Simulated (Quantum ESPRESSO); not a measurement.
Field gradients of CsSnIBr2 from the PAW reconstruction of the field gradient on a scalar-relativistic PBE ground state (a modified build of Quantum ESPRESSO, JTH datasets), 20 Ha, k-mesh 4×4×4 through Γ:

```
CsSnBr2I
1.0
    5.88814     0.00000     0.00000
    0.00000     6.37119     0.00000
    0.00000     0.00000     5.88814
Cs Sn I Br
1 1 1 2
Direct
  0.00000   0.00000   0.00000
  0.50000   0.50000   0.50000
  0.50000   0.00000   0.50000
  0.00000   0.50000   0.50000
  0.50000   0.50000   0.00000
```
The cell was made here from a computed Materials Project entry: one of 3 Br replaced by I, cell and atoms relaxed (PBE without dispersion, pw.x of Quantum ESPRESSO, symmetry kept). The parent is CsSnBr3 in Pm-3m; whether this form has been observed was not checked. The swapped cell is a model, not a known phase. Stability against distortions was not tested.

Vzz is the sum of three terms, each taken along its main axis: the smooth valence density, the ions (nucleus and frozen core) with the augmentation charges of all other spheres, and the all-electron minus smooth density in the atom's own sphere. The split hangs on the datasets.  Cores are frozen. Against all-electron runs on small test molecules, this scheme's |Vzz| missed by −5 % on Br. Cs, I had no test against all-electron runs. Spin–orbit coupling is left out, a limit on Cs, I.

```tsv
site	smooth valence density	ions and other spheres	own sphere	Vzz (a.u.)
Cs (atom 1)	-0.002	0.002	[?]	[?]
I (atom 3)	-0.091	0.127	[?]	[?]
Br (atoms 4, 5)	-0.108	0.173	[?]	[?]
```

Q: Some entries are withheld; supply them.

A: 
- Cs (atom 1), own sphere: 0.077
- Cs (atom 1), Vzz (a.u.): 0.077
- I (atom 3), own sphere: 3.432
- I (atom 3), Vzz (a.u.): 3.468
- Br (atoms 4, 5), own sphere: 2.387
- Br (atoms 4, 5), Vzz (a.u.): 2.452
